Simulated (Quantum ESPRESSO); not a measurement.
**Kohn-Sham bands of TiBe (CsCl type)**

```yaml
crystal:
  lattice:
    - [2.92926, 0.00000, 0.00000]
    - [0.00000, 2.92926, 0.00000]
    - [0.00000, 0.00000, 2.92926]
  atoms:
    - { symbol: Ti, position: [0.50000, 0.50000, 0.50000] }
    - { symbol: Be, position: [0.00000, 0.00000, 0.00000] }
```

Materials Project entry mp-11279; symmetrised, unrelaxed at this level. Not found in the COD (Crystallography Open Database) copy used; not checked further. Method: PBEsol plane waves in Quantum ESPRESSO 7.5 (PseudoDojo norm-conserving files, 71 Ry, no spin polarisation, no spin-orbit coupling), Bloch states on a 10×10×10 mesh through Γ, Wannier90 4.0.1. Density: 14×14×14 mesh, cold smearing 0.01 Ry.

Question: List the Kohn-Sham levels between −8 and 3.0 eV relative to the Fermi level at the high-symmetry points, as a band run of pw.x on that density gives them (levels within 2 meV counted together).

Answer: 
```tsv
point	k (reciprocal lattice)	levels (eV)
Γ	0.000 0.000 0.000	-7.61, -0.98 (×2), 2.80 (×3)
X	0.000 0.500 0.000	-4.33, -3.44, -0.26, 0.75 (×2), 2.97
M	0.500 0.500 0.000	-3.49, -0.63 (×2), -0.48, 1.65 (×2)
R	0.500 0.500 0.500	-2.74 (×3)
```
